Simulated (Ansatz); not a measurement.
Structure from Materials Project entry mp-11 (possibly hypothetical), not relaxed further. The listed cell was then made from it by scaling, straining or moving an atom.

An input for As: DFT, PBEsol, all-electron LAPW, scalar-relativistic (Ansatz 0.2.0).

```yaml
crystal:
  lattice:
    - [1.9081937908, 1.1016961988, 3.7650727696]
    - [-1.9081937908, 1.1016961988, 3.7650727696]
    - [0.0, -2.2033923975, 3.7650727696]
  atoms:
    - { symbol: As, position: [0.22443359, 0.22443359, 0.22443359] }
    - { symbol: As, position: [0.77556641, 0.77556641, 0.77556641] }
kpoints:
  mp_grid: { grid: [12, 12, 12] }
scf:
  occupations: { method: fermi_dirac, width: 0.05 }
hamiltonian:
  xc: pbesol
  pseudopotentials: { kind: all_electron, lapw: { basis_error: 0.0005 } }
output:
  forces: true
  stress: true
  eigenvalues: true
```

The results part of the log:

```
SCF 1 converged in 9 iterations: F = -122961.576504 eV  dr2 = 7.21e-8
SCF converged after 9 iterations
Free energy (F): -122961.576504 eV
Harris-Foulkes:  -122961.576504 eV  (|F-HF|=5.59e-9)
Internal energy: -122961.574559 eV  (E = F + TS)
E sigma→0 (E₀):  -122961.575532 eV
Entropy (-TS):   -0.001945 eV (-0.973 meV/atom)
Fermi energy:    9.806184 eV
--- Per-component energies (eV) ---
  E_band       = -2624.859359
  E_kinetic    = 125689.135679
  E_xc         = -4474.470998
  E_electrostatic = -244176.239240  (all electrons and nuclei)
  E_smearing   = -0.001945  (= −TS)
  E_closure    = 0.000000  (closes the sum)
  E_atoms      = -122951.449291  (free atoms, spherical and without spin; not in F)
  Σ components = -122961.576504   (vs F -122961.576504, Δ=0.00e0)
  Basis errors (estimates in eV, not in F): energy 2.3e-4 per atom: plane waves 2.1e-4 (1.2e-4 summed), levels above the bands 7.5e-63, relativity 8.9e-9, radial functions 2.2e-5, core shells 3.3e-10; eigenvalues (radial functions only) 4.1e-7; not estimated: angular momenta, meshes, grids; target (lapw.basis_error) 5.0e-4; muffin-tin radii As 1.280 Å
--- Forces (eV/Å), atoms counted from 1 ---
  atom   1  As     0.00000000    -0.00000000    -0.16739947
  atom   2  As     0.00000000     0.00000000     0.16739947
  max |Σ_I F_I| component: 0.00e0 eV/Å
--- Stress (GPa, compression-positive) ---
       -4.457343      -0.000000       0.000000
       -0.000000      -4.457343       0.000000
        0.000000       0.000000      -4.217052
  P = ⅓ Tr σ = -4.3772 GPa (-43.772 kbar)
--- Band table (eV; the first three rows and the last of 189) ---
  k-point 0: bands = ["-175.5901", "-175.5898", "-119.1602", "-119.1602", "-119.1583", "-119.1583", "-119.1320", "-119.1308", "-26.4570", "-26.4570", "-26.4209", "-26.4209", "-26.3919", "-26.3646", "-26.3646", "-26.3518", "-26.3267", "-26.3267", "-4.6508", "3.3282", "7.2550", "8.0058", "8.0058", "11.1475", "12.3964", "12.3964", "16.9225", "16.9225"]
  k-point 1: bands = ["-175.5901", "-175.5898", "-119.1602", "-119.1602", "-119.1583", "-119.1583", "-119.1320", "-119.1308", "-26.4566", "-26.4554", "-26.4203", "-26.4196", "-26.3916", "-26.3654", "-26.3646", "-26.3528", "-26.3281", "-26.3272", "-4.5641", "3.1165", "7.3140", "7.7936", "7.9197", "11.4002", "12.1960", "12.3806", "16.1746", "16.6887"]
  k-point 2: bands = ["-175.5901", "-175.5898", "-119.1602", "-119.1601", "-119.1584", "-119.1583", "-119.1319", "-119.1309", "-26.4555", "-26.4506", "-26.4188", "-26.4161", "-26.3908", "-26.3677", "-26.3647", "-26.3559", "-26.3321", "-26.3288", "-4.3059", "2.5171", "7.1588", "7.7060", "7.7815", "11.2870", "12.0920", "12.2619", "15.5521", "16.2194"]
  k-point 188: bands = ["-175.5901", "-175.5898", "-119.1602", "-119.1602", "-119.1583", "-119.1583", "-119.1320", "-119.1308", "-26.4510", "-26.4510", "-26.4187", "-26.4187", "-26.3902", "-26.3655", "-26.3655", "-26.3530", "-26.3338", "-26.3338", "-3.7429", "0.2284", "8.2078", "8.2078", "9.1226", "10.8518", "10.8518", "11.3924", "17.2824", "19.8015"]
```
